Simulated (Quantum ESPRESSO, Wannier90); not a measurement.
Wannierisation of TiN (rock salt)

```
begin unit_cell_cart
ang
    0.0000000000    2.1206250000    2.1206250000
    2.1206250000    0.0000000000    2.1206250000
    2.1206250000    2.1206250000    0.0000000000
end unit_cell_cart
begin atoms_frac
Ti   0.0000000000  0.0000000000  0.0000000000
N    0.5000000000  0.5000000000  0.5000000000
end atoms_frac
```

Structure: Materials Project mp-492, symmetrised, not relaxed again. COD (Crystallography Open Database) has an entry of this formula and space group (matched by these alone). Level: PBEsol, no spin polarisation, no spin-orbit coupling; pw.x of Quantum ESPRESSO at 68 Ry with PseudoDojo potentials, 12×12×12 k-points, Wannier90. Density: 12×12×12 mesh, cold smearing 0.01 Ry. A non-magnetic state is assumed, with no Hubbard U on the 3d ions.

A tight-binding model is made by disentanglement and projection with no localisation steps (num_iter = 0), so the 8 orbitals stay atom-like: hydrogen-like Ti: d; N: p, axes along x, y, z; frozen window up to 1.50 eV relative to the Fermi level. It follows pw.x to 1.1 meV rms for states up to 1.0 eV relative to the Fermi level. Matrix elements depend on this choice of orbitals and windows.

Problem. What are the on-site energies relative to the Fermi level, and how fast do the hoppings decay?

Solution. 
```csv
atom,orbitals,energy (eV)
Ti1,dz2 dx2-y2,1.95
Ti1,dxz dyz dxy,0.37
N2,pz px py,-2.96
```

```tsv
distance of the centres (Å)	largest modulus (eV)
2–3	2.1
3–4	0.049
4–5	0.12
5–6	0.024
6–7	0.017
7–8	0.0054
8–9	0.0061
9–10	0.0021
10–11	0.00073
11–12	0.00077
12–13	0.0011
```
